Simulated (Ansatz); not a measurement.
Pb2ClO2:
```yaml
crystal:
  lattice:
    - [-1.97063, 1.97063, 6.23370]
    - [1.97063, -1.97063, 6.23370]
    - [1.97063, 1.97063, -6.23370]
  atoms:
    - { symbol: Pb, position: [0.15295, 0.15295, 0.00000] }
    - { symbol: Pb, position: [0.84705, 0.84705, 0.00000] }
    - { symbol: O, position: [0.75000, 0.25000, 0.50000] }
    - { symbol: O, position: [0.25000, 0.75000, 0.50000] }
    - { symbol: Cl, position: [0.50000, 0.50000, 0.00000] }
```

Relaxed with r²SCAN+D4. Special points in fractions of this cell's reciprocal vectors: Γ (0.000, 0.000, 0.000); X (0.000, 0.000, 0.500); P (0.250, 0.250, 0.250); N (0.000, 0.500, 0.000); M (0.500, 0.500, -0.500); S (0.275, 0.725, -0.275); S0 (-0.275, 0.275, 0.275); R (-0.050, 0.050, 0.500); G (0.500, 0.500, -0.050).

Task: List the band energies nearest the Fermi level at these points for r²SCAN+D4 (plane waves, PAW; program Ansatz).

Result: In eV from the Fermi level; about four levels below and three above (degenerate sets whole), none deeper than 8.9 eV; points with the same levels are listed once.

| k | below | above |
|---|---|---|
| Γ | -1.93 -1.93 -1.62 -1.41 -1.41 | 0.48 3.25 6.09 |
| X | -2.02 -0.85 -0.85 -0.74 | 3.98 5.35 6.35 |
| P | -1.72 -0.85 -0.85 -0.85 | 4.51 4.51 6.55 |
| N | -2.77 -1.67 -1.64 -0.40 | 0.15 4.63 6.13 |
| M | -1.45 -1.45 -1.16 -0.40 | 3.84 5.80 6.37 6.37 |
| S | -2.57 -1.79 -1.63 -0.48 | 0.23 4.72 6.36 |
| R | -1.82 -0.94 -0.86 -0.81 | 4.12 5.42 6.36 |

Space group I4/mmm. The workflow started from an entry of the Crystallography Open Database (COD). Its standing as an ambient phase is unchecked. Symmetry was held in the r²SCAN+D4 relaxation; its stability against distortions is not shown here. With an odd number of electrons in the cell and no spin polarisation, the count alone makes it a metal. Scalar-relativistic: spin–orbit coupling is off unless named, which matters more the heavier the elements.

Potentials: the later of the program's two PAW sets.
